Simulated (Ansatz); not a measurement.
Consider the following.

C:
Space group Fd-3m, origin choice 1 (No. 227); a = 3.557 Å, b = 3.557 Å, c = 3.557 Å, α = 90.00°, β = 90.00°, γ = 90.00°

| atom | site | symmetry | x | y | z |
|---|---|---|---|---|---|
| C | 8a | -43m | 0.0000 | 0.0000 | 0.0000 |
(The calculation used a cell of 2 atoms; values per cell refer to that cell.)

This is the PBE+D3(BJ)-relaxed structure.

All from the program Ansatz at the PBE+D3(BJ) level (PAW), unless another level is named. Predict the electron effective mass.

0.29, 0.29, 1.6 mₑ (principal values).

Give the smallest direct gap on the standard path.

5.62 eV.

The cell was relaxed with PBE+D3(BJ) under the symmetry of its start; phonons on a q-mesh show no instability. The volume moved by -27 % from the start of the relaxation.

Potentials: the later of the program's two PAW sets.
